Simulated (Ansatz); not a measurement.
ScGa₃ (Cu3Au type, Pm-3m) at seven volumes, the program Ansatz at the r²SCAN level (PAW), scaled uniformly. One row is withheld.

```json
[
 {"V (Å³/atom)": "15.395", "P (GPa)": "?"},
 {"V (Å³/atom)": "15.902", "P (GPa)": "5.87"},
 {"V (Å³/atom)": "16.410", "P (GPa)": "2.75"},
 {"V (Å³/atom)": "16.918", "P (GPa)": "0.00"},
 {"V (Å³/atom)": "17.425", "P (GPa)": "-2.34"},
 {"V (Å³/atom)": "17.933", "P (GPa)": "-4.31"},
 {"V (Å³/atom)": "18.440", "P (GPa)": "-5.97"}
]
```

Task: Fit the shown pressures and predict the withheld one.

Result: P = (3/2)B₀(x^(7/2) − x^(5/2))[1 + (3/4)(B′ − 4)(x − 1)] with x = (V₀/V)^(2/3). Least squares on the six rows gives V₀ = 16.918 Å³/atom, B₀ = 83.4 GPa, B′ = 4.24. At V = 15.395, x = 1.0649 and P = 9.61 GPa. The run itself gave 9.45 GPa.

The workflow started from an entry of the Crystallography Open Database (COD). Its standing as an ambient phase is unchecked. The cell was relaxed with r²SCAN under the symmetry of its start; its stability against distortions is not shown here. The run is not spin-polarised.

Potentials: the later of the program's two PAW sets.
